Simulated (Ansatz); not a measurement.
## Thickness series of a surface: fcc Pd (100)

All-electron LAPW in Ansatz 0.2.0 under PBE, scalar-relativistic, energies extrapolated to zero smearing, no spin–orbit coupling, no spin polarisation. The 1×1 slabs (area 7.78 Å²) are cut from the bulk relaxed on PAW files, and their atoms are relaxed; γ counts from the bulk energy, Δd12 is the change of the outer spacing. No reconstruction is allowed, and meshes differ a little between slabs.

```csv
planes,γ (J/m²),Φ (eV),Δd12 (%)
1,1.690,?,–
3,1.548,5.10,-1.7
4,1.540,5.08,-1.8
5,1.544,5.11,-1.6
6,1.544,?,-1.5
```

Fill in "Φ (eV)" for the row "1".

5.67.

Give the missing entry: row "6", column "Φ (eV)".

5.09.

How far have the values settled with thickness?

Between 5 and 6 planes γ moves by 0.0 % and Φ by -0.03 eV. Thin films carry quantum-size oscillations, so two neighbours that agree don't prove convergence.
